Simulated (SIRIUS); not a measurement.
A self-consistent single point of AlCr2C (P6_3/mmc, 8 atoms in the cell; from Materials Project mp-9956, changed as shown) with SIRIUS.

All values come from this method and carry its errors: PBE, GBRV PBE ultrasoft pseudopotentials (plane waves; SIRIUS).

The change in words: volume scaled by 0.94. Reference geometry (P6_3/mmc):
```xyz
8
Lattice="2.8251 0.0000 0.0000 -1.4125 2.4466 0.0000 0.0000 0.0000 12.6014" Properties=species:S:1:pos:R:3 pbc="T T T"
Al     1.4126     0.8155     3.1503
Al     0.0000     1.6311     9.4510
Cr     0.0000     1.6311     5.2288
Cr     1.4126     0.8155     7.3726
Cr     1.4126     0.8155    11.5295
Cr     0.0000     1.6311     1.0719
C      0.0000     0.0000     6.3007
C      0.0000     0.0000     0.0000
```

Reference input (self-consistent single point, DFT, PBE, plane waves, GBRV PBE ultrasoft pseudopotentials): parameters.ngridk = 12 12 2; parameters.xc_functionals = [XC_GGA_X_PBE, XC_GGA_C_PBE]; parameters.gk_cutoff = 6.325 1/bohr; parameters.pw_cutoff = 14.143 1/bohr; parameters.smearing = cold; parameters.smearing_width = 0.00183747 Ha; potentials = GBRV PBE ultrasoft pseudopotentials; parameters.electronic_structure_method = pseudopotential; parameters.num_bands = 42; parameters.num_mag_dims = 0; parameters.num_dft_iter = 100; parameters.energy_tol = 1e-07 Ha. This run's input differs from it in these lines:

```diff
@@ -32,5 +32,5 @@
     "lattice_vectors": [
-      [5.3386652747, 0.0, 0.0],
-      [-2.6693326373, 4.6234190543, 0.0],
-      [0.0, 0.0, 23.8131380951]
+      [5.2296809896, 0.0, 0.0],
+      [-2.6148404948, 4.529036683, 0.0],
+      [0.0, 0.0, 23.3270173879]
     ],
```

Log, with long lists cut:

```
[find] density tolerance         : 1e-06
[find] total energy tolerance    : 1e-07
[find] iter_solver_tol (initial) : 0.01
[find] iter_solver_tol (target)  : 1e-13
[find] num_dft_iter              : 100
Charges and magnetic moments
--------------------------------------------------------------------------------
total charge          : 70.000000
[find] | SCF iteration   0 out of 100|
[diagonalize] iterative solver tolerance (occupied, empty): 0.01 0.01
[diagonalize] average number of iterations: 3.86842
[find_efermi_generic] Newton iteration converged after 4 steps
[find] Charges and magnetic moments
[find] total charge          : 70.000000
[find] Energy
[find] smearing (-TS)                 :      -0.00009240
[find] Total energy                   :    -365.09241988 (Ha),    -730.18483976 (Ry)
[find] Free energy (E-TS)             :    -365.09251227 (Ha),    -730.18502455 (Ry)
[find] band gap (eV)                  :       0.00000000
[find] Efermi                         :       0.73195818
[find] iteration : 0, RMS (target) : 2.5664e+00 (1.0000e-06) , energy difference (target) : -3.6509e+02 (1.0000e-07)
[find] bands are converged : true
[find] iterative solver converged : false
[find] | SCF iteration   1 out of 100|
[diagonalize] iterative solver tolerance (occupied, empty): 0.005 0.005
   [... lines left out ...]
[find] Charges and magnetic moments
[find] Free energy (E-TS)             :    -363.61078732 (Ha),    -727.22157464 (Ry)
[find] band gap (eV)                  :       0.00000000
[find] Efermi                         :       0.11892668
[find] Charges and magnetic moments
[find] Free energy (E-TS)             :    -369.18439766 (Ha),    -738.36879532 (Ry)
[find] band gap (eV)                  :       0.00000000
[find] Efermi                         :       0.61998111
[find] Charges and magnetic moments
[find] Free energy (E-TS)             :    -369.22188858 (Ha),    -738.44377717 (Ry)
   [... lines left out ...]
[ground_state] atom:    3, force:      -0.0000000     -0.0000000      0.0142333
[ground_state] atom:    4, force:       0.0000000     -0.0000000     -0.0142333
[ground_state] atom:    5, force:      -0.0000000     -0.0000000      0.0142333
[ground_state] atom:    6, force:       0.0000000      0.0000000      0.0000000
[ground_state] atom:    7, force:       0.0000000      0.0000000      0.0000000
```

The run converged in 40 iterations. SIRIUS prints the stress tensor with tension positive. Against the reference run the free energy rises by 47.5 meV/atom, the pressure goes from 3.52 to 20.42 GPa and the largest force goes from 0.016 to 0.732 eV/Å.

The run has no spin polarisation, so moments on Cr cannot form. The structure comes from a collection of computed structures, made at another level of theory; the collection holds predicted forms beside known ones. No clean gap shows at this smearing width and mesh (spacing up to 0.25 Å⁻¹); the mesh is coarse for partly filled bands, so the values carry mesh errors. At this pressure the cell is far from its equilibrium volume at this level.

Cost on one core: roughly 4 core-minutes.
